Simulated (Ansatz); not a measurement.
In plane-wave PAW PBE (Ansatz code), Hf2SiN in the hexagonal phase (P6_3/mmc; Si on 2d, Hf on 4f, N on 2a) relaxes to a = 3.220 Å, c = 13.328 Å. N has 6 nearest neighbours from 2.26 Å (octahedral). Against the elements it lies at -1.07 eV/atom, with no fitted shifts.

Electronic character: metallic (no gap).

An equation-of-state fit gives a bulk modulus of 174 GPa.

The start of the workflow was typed in or built on a structure type; neither database checked (COD, Materials Project) lists it. Whether it is the stable phase at ambient conditions was not checked. Symmetry was held in the PBE relaxation; its stability against distortions is not shown here. No spin polarisation was allowed. The references are the lowest solids computed at this level, not always the standard phases (solids in place of the gases). Spin–orbit coupling is left out wherever it is not named.

Potentials: the earlier of the program's two PAW sets.
